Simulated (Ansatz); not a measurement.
SrSi2Au2:
```yaml
crystal:
  lattice:
    - [-2.19451, 2.19451, 5.03456]
    - [2.19451, -2.19451, 5.03456]
    - [2.19451, 2.19451, -5.03456]
  atoms:
    - { symbol: Au, position: [0.75000, 0.25000, 0.50000] }
    - { symbol: Au, position: [0.25000, 0.75000, 0.50000] }
    - { symbol: Sr, position: [0.00000, 0.00000, 0.00000] }
    - { symbol: Si, position: [0.38219, 0.38219, 0.00000] }
    - { symbol: Si, position: [0.61781, 0.61781, 0.00000] }
```

Relaxed with PBEsol. Special points in fractions of this cell's reciprocal vectors: Γ (0.000, 0.000, 0.000); X (0.000, 0.000, 0.500); P (0.250, 0.250, 0.250); N (0.000, 0.500, 0.000); M (0.500, 0.500, -0.500); S (0.297, 0.703, -0.297); S0 (-0.297, 0.297, 0.297); R (-0.095, 0.095, 0.500); G (0.500, 0.500, -0.095).

**Question.** List the band energies nearest the Fermi level at these points for PBEsol with spin–orbit coupling in the plane-wave PAW code Ansatz.

**Answer.** In eV from the Fermi level; about four levels below and three above (degenerate sets whole), none deeper than 8.9 eV; points with the same levels are listed once.

| k | below | above |
|---|---|---|
| Γ | -1.96 -1.96 -1.36 -1.36 | 0.38 0.38 0.68 0.68 |
| X | -2.06 -2.06 -1.06 -1.06 | 2.78 2.78 2.94 2.94 |
| P | -1.70 -1.70 -1.57 -1.57 | 2.30 2.30 4.40 4.40 |
| N | -2.33 -2.33 -0.61 -0.61 | 0.81 0.81 1.68 1.68 |
| M | -1.67 -1.67 -0.22 -0.22 | 0.05 0.05 2.25 2.25 |
| S | -0.71 -0.71 -0.34 -0.34 | 1.92 1.92 2.22 2.22 |
| R | -1.73 -1.73 -0.72 -0.72 | 2.80 2.80 2.92 2.92 |

Space group I4/mmm. The workflow started from an entry of the Crystallography Open Database (COD). Its standing as an ambient phase is unchecked. The cell was relaxed with PBEsol under the symmetry of its start; whether a distortion lowers the energy is not shown.

Potentials: the later of the program's two PAW sets.
